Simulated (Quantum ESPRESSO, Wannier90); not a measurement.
## Wannierisation of InGaAs2 (P-4m2)

```xyz
4
Lattice="4.2250 0.0000 0.0000 0.0000 4.2250 0.0000 0.0000 0.0000 5.9622" Properties=species:S:1:pos:R:3 pbc="T T T"
In     0.0000     0.0000     2.9811
Ga     2.1125     2.1125     0.0000
As     2.1125     0.0000    -1.3804
As     0.0000     2.1125     1.3804
```

Cell from Materials Project (mp-1223781), symmetrised, no further relaxation. Not found in the COD (Crystallography Open Database) copy used; not checked further. Computed values, not measurements, from PBEsol: Quantum ESPRESSO (norm-conserving PseudoDojo potentials, cutoff 68 Ry, spinors with spin-orbit coupling) on a Γ-centred 4×4×4 mesh, then Wannier90. Density: 8×8×6 mesh, cold smearing 0.01 Ry. With spin-orbit coupling a semilocal functional can close or falsely invert a small gap; the band order was not checked against a better method. The gap is small at this level and was sampled on the meshes and a path alone.

Base run: 32 functions from bands 41-92 of the 92 computed, start hydrogen-like In: s;p; Ga: s;p; As: s;p, centres 0.05 Å off the atoms, frozen window up to 1.57 eV relative to the valence-band maximum, outer window open. Rows change the key named; with other orbitals the number of functions and the frozen window follow, as listed; window edges are relative to the valence-band maximum. The misfit compares interpolated bands with pw.x on a high-symmetry path, for states up to 1.1 eV relative to the valence-band maximum. Converged means that the tolerances were met: symmetric starts can stop on a saddle, which shows as a larger Ω_OD at equal Ω_I and can move the misfit too.

Rows with other orbitals or bands describe another subspace, so their Ω_I can't be set against the base's. Runs that didn't settle are not listed.

| setting | orbitals | bands | functions | frozen to (eV) | Ω_I (Å²) | Ω_D (Å²) | Ω_OD (Å²) | rms misfit (meV) | worst (meV) | ended |
|---|---|---|---|---|---|---|---|---|---|---|
| base | In sp, Ga sp, As sp | 41-92 | 32 | 1.57 | 46.89 | 0.03 | 7.25 | 7.4 | 41 | converged |
| num_iter = 0 (projection only), orbitals on the atoms | In sp, Ga sp, As sp | 41-92 | 32 | 1.57 | 46.89 | 0.09 | 23.59 | 9.2 | 42 | no minimisation |
| start: sp3 on every atom | In sp, Ga sp, As sp | 41-92 | 32 | 1.57 | 46.89 | 0.03 | 7.25 | 7.6 | 41 | converged |
| start: atomic waves of the pseudopotential files | In 5s, In 5p, Ga 4s, Ga 4p, As 4s, As 4p | 41-92 | 32 | 1.57 | 46.89 | 0.03 | 7.25 | 7.5 | 41 | converged |
| atomic waves with projectability windows 0.01 and 0.95 | In 5s, In 5p, Ga 4s, Ga 4p, As 4s, As 4p | 41-92 | 32 | 1.57 | 48.65 | 0.04 | 7.32 | 14 | 82 | converged |
